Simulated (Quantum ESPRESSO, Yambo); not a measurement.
Levels of theory for the gap of Sr2MgWO6

Sr$_{2}$MgWO$_{6}$ (space group I4/m, No. 87): one geometry, one set of PBEsol (pw.x of Quantum ESPRESSO, ONCV potentials, no spin-orbit coupling) orbitals, self-energies from Yambo (4×4×4 Γ-centred k mesh, bands 3 to 152 and a 6 Ry block in the screening, 152 bands in G with the Bruneval-Gonze terminator, plasmon pole fitted at 27.2 eV).

The geometry is that of Materials Project entry mp-19420, symmetrised and not relaxed again.

```tsv
level	gap (0, 0, 0.25) → X (eV)	direct gap at X (eV)	rough Yambo cost
PBEsol (Quantum ESPRESSO)	3.02	3.04	–
exchange only (Hartree-Fock self-energy on PBEsol orbitals)	13.70	13.72	about 1/10 (10 states)
static COHSEX@PBEsol	5.44	5.47	within a factor of two (3 states)
G0W0@PBEsol, plasmon pole	4.99	5.01	1 (10 states)
```

Bare exchange has no screening and gives the widest gap; static COHSEX screens it but leaves out the frequency dependence, which G0W0 restores. All rows use the PBEsol edge points; in the exchange only run other k points give a smaller gap, 13.51 eV.

Costs are rough ratios of core time on shared machines.

Convergence of the G0W0 settings was not tested.

Spin-orbit coupling is left out, which matters for elements this heavy: edges can move by tenths of an eV.

The structure is a Materials Project entry; no match was found in the copy of COD used, and its stability was not checked.
